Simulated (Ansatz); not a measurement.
## Calculated with Ansatz: LaAl2BRu2, relaxation

Run with:

```bash
ansatz run input.yaml --threads 2 --pin off --max-ram 2560MiB --backend cpu --events-out ev --progress --plain --runs-dir out
```

input.yaml:

```yaml
crystal:
  lattice:
    - [4.2098083, 0.0, 0.0]
    - [0.0, 4.2098083, 0.0]
    - [0.0, 0.0, 5.66036996]
  atoms:
    - { symbol: La, position: [0.0, 0.0, 0.5] }
    - { symbol: B, position: [0.0, 0.0, 0.0] }
    - { symbol: Al, position: [0.5, 0.5, 0.2537] }
    - { symbol: Al, position: [0.5, 0.5, 0.7463] }
    - { symbol: Ru, position: [0.0, 0.5, 0.0] }
    - { symbol: Ru, position: [0.5, 0.0, 0.0] }
  symmetry: { tolerance: 0.0003 }
kpoints:
  mp_grid: { grid: [7, 7, 6], shift: [0, 0, 0] }
magnetization:
  spin_polarized: false
scf:
  occupations: { method: fermi_dirac }
  lower_state_search: "off"
hamiltonian:
  pseudopotentials: { kind: paw }
  xc: r2scan
basis:
  ecutwfc: 500
  fft_grid_basis: typed
relax:
  max_steps: 80
  cell: { p_target: 5.0 }
  f_tol: 0.03
output:
  forces: true
  stress: true
  eigenvalues: true
  bader: true
  populations: true
  elf: true
  write_potential: true
  volumetric_format: npy
  dos:
    e_range: [-12, 8]
    de: 0.05
    projected: { site_lists: { Al: [Al], B: [B], La: [La], Ru: [Ru] } }
  write_density: true
checkpoint:
  read: saved_state
```

Origin of the cell: a database entry, scaled a little.

The smearing width isn't typed, so it takes its default of 0.1 eV.

The saved state is a converged single point of the same cell.

Steps («new basis» is an SCF on plane waves selected anew at the same cell):

```tsv
step	ΔH (meV/atom)	max force component (eV/Å)	P (GPa)	volume (Å³)	SCF iterations	step was
1	0.0	0.215	0.34	100.32	7	accepted
2	-1.6	0.110	8.46	95.14	6	accepted
3	-7.3	0.103	4.68	97.53	6	accepted
4	-7.4	0.052	4.88	97.44	4	accepted
5	-7.4	0.000	5.01	97.41	5	accepted
6	-7.3	0.000	5.00	97.41	6	new basis
```

Before:

Space group P4/mmm (No. 123); the run's cell has a = 4.210 Å, b = 4.210 Å, c = 5.660 Å, α = 90.00°, β = 90.00°, γ = 90.00°. Shortest distances: B–Ru 2.10 Å, Al–Ru 2.55 Å, Al–Al 2.79 Å, B–La 2.83 Å, Ru–Ru 2.98 Å, Al–La 3.29 Å.

The relaxed structure.

Space group P4/mmm (No. 123); the run's cell has a = 4.176 Å, b = 4.176 Å, c = 5.586 Å, α = 90.00°, β = 90.00°, γ = 90.00°. Shortest distances: B–Ru 2.09 Å, Al–Ru 2.52 Å, Al–Al 2.75 Å, B–La 2.79 Å, Ru–Ru 2.95 Å, Al–La 3.26 Å.

```
CELL_PARAMETERS angstrom
4.17584 0.00000 0.00000
0.00000 4.17584 0.00000
0.00000 0.00000 5.58626
ATOMIC_POSITIONS crystal
La 0.00000 0.00000 0.50000
B 0.00000 0.00000 0.00000
Al 0.50000 0.50000 0.25353
Al 0.50000 0.50000 0.74647
Ru 0.00000 0.50000 0.00000
Ru 0.50000 0.00000 0.00000
```

- Enthalpy lowered by: 7.3 meV/atom
- Volume change: -2.90 %
- Final pressure: 5.00 GPa
- Relaxation steps listed: 6
- Gap on the mesh: none (metal)

Caveats: no moments, though an odd count or open d shells may carry them; no spin-orbit coupling, though heavy elements are present; the relaxation held the start's symmetry, so the end may be a saddle point.

Time: 96 s on 2 threads of Arm Neoverse V2, with other jobs on the host, peak memory 0.68 GiB, from a saved density.
